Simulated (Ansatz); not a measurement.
Values for one crystal, relaxed and computed with DFT-r²SCAN in the program Ansatz with PAW potentials; other levels are named.

- Volume per atom = 22.57 Å³
- Band gap = 0.86 eV (indirect)
- HSE06 gap on the r²SCAN cell = 1.30 eV
- Hole effective mass with spin–orbit coupling = 0.15, 0.17, 0.36 mₑ (principal values)
- Bulk modulus (Birch–Murnaghan fit) = 74.4 GPa
- Gap with spin–orbit coupling = 0.84 eV
- Hole effective mass, band 2 of 2 at the edge = 0.074 along x, 0.37 along z (mₑ)

**Question.** Which compound is it?
(A) ZnS, NiAs type
(B) BP, P6_422 (B on 3c, P on 3d)
(C) ZnF2, rutile
(D) ZnSnP2, P-4m2 (Zn on 1a, Sn on 1c, P on 2g)

**Answer.** D, ZnSnP2, P-4m2 (Zn on 1a, Sn on 1c, P on 2g)

The workflow started from a Materials Project entry (that database holds measured and hypothetical structures alike); the Crystallography Open Database copy checked does not list it. Whether it is the stable phase at ambient conditions was not checked. The r²SCAN relaxation kept the symmetry of its start; its stability against distortions is not shown here. Spin–orbit coupling is left out wherever it is not named.

Potentials: the later of the program's two PAW sets.
